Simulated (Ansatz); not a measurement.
Input:

AlN (zinc blende)

```xyz
2
Lattice="0.0000 2.1849 2.1849 2.1849 0.0000 2.1849 2.1849 2.1849 0.0000" Properties=species:S:1:pos:R:3 pbc="T T T"
N      3.2774     3.2774     3.2774
Al     0.0000     0.0000     0.0000
```

In this cell atom 2 (Al, nearest neighbour N at 1.892 Å; its periodic images, 3.1 Å or more away, move with it) is moved by s along Cartesian z, unit vector (0.000, 0.000, 1.000); all other atoms and the cell stay fixed.

Method: r2SCAN (plane waves to 500 eV, PAW, scalar-relativistic; Ansatz, an electronic-structure program). k mesh 10×10×10 (Γ-centred), Fermi-Dirac smearing 0.05 eV. E stands for the smeared free energy. AlN was relaxed with its symmetry unable to fall. The zero of ΔE is the undisplaced structure.

The scan covers s from -0.380 to 0.380 Å in 11 points.

Is the energy the same for equal positive and negative displacements?

Even: the same for both signs. With its periodic images moving along, the atom's site symmetry in this cell is -43m.

What is the force constant k = d²E/ds² of this move at s = 0?

14.9 eV/Å².

With two atoms in the cell this is the zone-centre optical mode. What wavenumber follows (transverse: no LO-TO term)?

664 cm⁻¹.

(A displaced cell: forces are minus the slopes of the energy, force constants its curvatures, and phonons follow from these.)
